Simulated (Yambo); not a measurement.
NaGaS2O8 (space group C2/m, No. 12), G0W0@LDA in Yambo; all else as in the reference (2×2×2 Γ-centred k mesh, bands 2 to 231 and a 7 Ry block in the screening, 231 bands in G with the Bruneval-Gonze terminator, plasmon pole fitted at 27.2 eV). One parameter is varied: the cutoff of the wavefunctions in Yambo, over 10, 20, 30, 50, 88 Ry.

Problem. From which value on does the gap (-0.5, -0.5, 0) → Γ stay within 0.05 eV of the largest setting?

Solution. From 20 Ry on.
```json
[
 {"cutoff of the wavefunctions in Yambo (Ry)": "10", "G0W0 gap (eV)": "6.80", "valence shift (eV)": "-0.94"},
 {"cutoff of the wavefunctions in Yambo (Ry)": "20", "G0W0 gap (eV)": "7.02", "valence shift (eV)": "-1.30"},
 {"cutoff of the wavefunctions in Yambo (Ry)": "30", "G0W0 gap (eV)": "6.97", "valence shift (eV)": "-1.39"},
 {"cutoff of the wavefunctions in Yambo (Ry)": "50", "G0W0 gap (eV)": "6.97", "valence shift (eV)": "-1.41"},
 {"cutoff of the wavefunctions in Yambo (Ry)": "88", "G0W0 gap (eV)": "6.98", "valence shift (eV)": "-1.41"}
]
```
The last step of the sweep still moves the gap by 8 meV; the other settings are held fixed.

The standard potential for Ga keeps a d shell in the valence without the s and p states of that shell. In tests on such compounds this moved G0W0 gaps by up to about 0.9 eV, so absolute quasiparticle energies here are unreliable; differences between settings are what counts.

Spin-orbit coupling is not included.

Geometry of the Materials Project entry, not relaxed at this level; primitive cell a = b = 4.7596 Å, c = 7.2976 Å, α = β = 92.38°, γ = 65.73°.

The structure is a Materials Project entry; no match was found in the copy of COD used, and its stability was not checked.

A shift is the quasiparticle energy of the state minus its LDA energy.
